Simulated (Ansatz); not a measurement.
Data sheet: Na₂CrO₄ (DFT)

Na2CrO4:
```
Na2CrO4
1.0
    2.92014    -4.57538     0.00000
    2.92014     4.57538     0.00000
    0.00000     0.00000     7.08528
Na Cr O
4 2 8
Direct
  0.18624   0.81376   0.25000
  0.81376   0.18624   0.75000
  0.50000   0.50000   0.00000
  0.50000   0.50000   0.50000
  0.85428   0.14572   0.25000
  0.14572   0.85428   0.75000
  0.24939   0.75061   0.56295
  0.75061   0.24939   0.43705
  0.75061   0.24939   0.06295
  0.24939   0.75061   0.93705
  0.18917   0.27004   0.25000
  0.81083   0.72996   0.75000
  0.27004   0.18917   0.75000
  0.72996   0.81083   0.25000
```

Space group Cmcm (No. 63); conventional cell a = 5.8403 Å, b = 9.1508 Å, c = 7.0853 Å, α = β = γ = 90.00°.

Method: plane-wave PAW r²SCAN (Ansatz code). Geometry: relaxed at this level of theory. Other levels are named where they apply.

Cell and energy:

```json
{
  "volume_per_atom": "13.52 Å³",
  "density": "2.84 g/cm³",
  "Formation energy from the elements (no fitted shifts)": "-2.04 eV/atom"
}
```

Electronic structure:

```json
{
 "band_gap": "3.12 eV (direct)",
 "valence_band_maximum": "at Y (k = 0.500, 0.500, 0.000 in fractions of the reciprocal vectors)",
 "conduction_band_minimum": "at Y (k = 0.500, 0.500, 0.000 in fractions of the reciprocal vectors)",
 "electron_effective_mass": "2.1, 2.8, 11 mₑ (principal values)",
 "hole_effective_mass": "2.8, 2.8, 5.1 mₑ (principal values)",
 "HSE06 gap on the r²SCAN cell": "4.28 eV"
}
```

Mechanics:

```json
{
 "Bulk modulus (Birch–Murnaghan fit)": "43.4 GPa",
 "Pressure derivative B′": "5.2"
}
```

Charges:

```json
{
  "bader_charges": "Na +0.90, Cr +2.18, O -1.02 to -0.96 e"
}
```

The workflow started from a Materials Project entry (that database holds measured and hypothetical structures alike); the Crystallography Open Database files this formula in space group No. 63, but the cells were not matched. Whether it is the stable phase at ambient conditions was not checked. Symmetry was held in the r²SCAN relaxation; whether a distortion lowers the energy is not shown. No spin polarisation was allowed. No Hubbard U is applied. The references are the lowest solids computed at this level, not always the standard phases (solids in place of the gases).

Potentials: the later of the program's two PAW sets.
